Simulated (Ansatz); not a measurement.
BAs (zinc blende)

```xyz
2
Lattice="0.0000 2.3839 2.3839 2.3839 0.0000 2.3839 2.3839 2.3839 0.0000" Properties=species:S:1:pos:R:3 pbc="T T T"
As     1.1920     1.1920     1.1920
B      0.0000     0.0000     0.0000
```

The volume is varied about the relaxed value V₀ at fixed cell shape. Symmetry pins the atoms to their sites.

The numbers are results of PBEsol (plane waves to 420 eV, PAW, scalar-relativistic; Ansatz, a quantum-chemistry and plane-wave program), not measurements. k mesh 13×13×13 (Γ-centred), Fermi-Dirac smearing 0.05 eV. The energy includes the smearing's −TS. Stress and pressure are positive under compression. BAs was relaxed with its symmetry unable to fall. The zero of ΔE is the relaxed starting cell.

Problem. What ΔE (meV/atom) and P (GPa) does the calculation give at V/V₀ = 0.872, 0.904, 0.936, 0.968, 1.032, 1.064, 1.128, 1.160?

Solution. 
```
V/V₀   ΔE (meV/atom)  P (GPa)
-----  -------------  -------
0.872          122.3     25.3
0.904           64.8     17.4
0.936           27.2     10.6
0.968            6.4      4.9
1.032            5.8     -4.1
1.064           21.9     -7.7
1.128           79.1    -13.2
1.160          117.7    -15.3
```

(Under strain, the slope of the energy per volume gives the stress and its curvature an elastic modulus.)
